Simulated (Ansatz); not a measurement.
Task: Each is relaxed and computed with r²SCAN (plane waves, PAW; program Ansatz). Which is the only metal?
(A) NaF, P6_3/mmc (Na on 2d, F on 2c)
(B) BN, R3m (B on 3a, N on 3a)
(C) BP, Pm-3n (B on 6c, P on 6d)
(D) ReB2, P6_3/mmc (Re on 2c, B on 4f)

Result: D, ReB2, P6_3/mmc (Re on 2c, B on 4f). ReB2: metal; BP: gap 0.64 eV (indirect); BN: gap 4.79 eV (indirect); NaF: gap 6.33 eV (direct). Built on a structure type that need not be the filed one of that space group: BN, R3m (B on 3a, N on 3a). Typed or built starts, not in the databases checked: BP, Pm-3n (B on 6c, P on 6d); NaF, P6_3/mmc (Na on 2d, F on 2c). Not the usual ambient phase: BP, Pm-3n (B on 6c, P on 6d); BN, R3m (B on 3a, N on 3a); NaF, P6_3/mmc (Na on 2d, F on 2c). Standing as an ambient phase not checked: ReB2, P6_3/mmc (Re on 2c, B on 4f). All cells were relaxed under the symmetry of their starts (and spin orders); stability against distortions was not tested throughout. Rows with no word on spin ran without spin polarisation. Spin–orbit coupling is left out wherever it is not named.

Potentials: the later of the program's two PAW sets.
